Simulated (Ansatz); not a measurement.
LaRu₂:
```cif
data_La2Ru4
_chemical_formula_sum 'Ru4 La2'
_space_group_name_H-M_alt 'P 1'
_space_group_IT_number 1
_cell_length_a 5.42735
_cell_length_b 5.42735
_cell_length_c 5.42735
_cell_angle_alpha 60.000
_cell_angle_beta 60.000
_cell_angle_gamma 60.000
loop_
_space_group_symop_operation_xyz
  'x, y, z'
loop_
_atom_site_label
_atom_site_type_symbol
_atom_site_fract_x
_atom_site_fract_y
_atom_site_fract_z
_atom_site_occupancy
Ru1 Ru 0.12500 0.12500 0.12500 1
Ru2 Ru 0.62500 0.12500 0.12500 1
Ru3 Ru 0.12500 0.12500 0.62500 1
Ru4 Ru 0.12500 0.62500 0.12500 1
La1 La 0.50000 0.50000 0.50000 1
La2 La 0.75000 0.75000 0.75000 1
```

Relaxed with r²SCAN.

**Question.** Tabulate the valence density and the electron localisation function along the shortest La–La contact (3.32 Å), r²SCAN in the plane-wave PAW code Ansatz.

**Answer.** 

```
distance from La (Å)  density (e/Å³)   ELF
--------------------  --------------  ----
0.33                            1.49  0.19
0.50                            1.69  0.62
0.66                            1.69  0.82
0.83                            1.34  0.86
1.00                            0.83  0.81
1.16                            0.45  0.59
1.33                            0.23  0.24
1.50                            0.14  0.07
1.66                            0.11  0.04
1.83                            0.14  0.07
1.99                            0.23  0.24
2.16                            0.45  0.59
2.33                            0.83  0.81
2.49                            1.34  0.86
2.66                            1.69  0.82
2.83                            1.69  0.62
2.99                            1.49  0.19
```

The density is the valence pseudo-density with augmentation charge, so density and ELF within about 1 Å of a nucleus are not all-electron values.

Space group Fd-3m (cubic Laves (MgCu2 type)). The workflow started from an entry of the Crystallography Open Database (COD). Whether it is the stable phase at ambient conditions was not checked. The r²SCAN relaxation kept the symmetry of its start; its stability against distortions is not shown here. No spin polarisation was allowed. Scalar-relativistic: spin–orbit coupling is off unless named, which matters more the heavier the elements.

Potentials: the later of the program's two PAW sets.
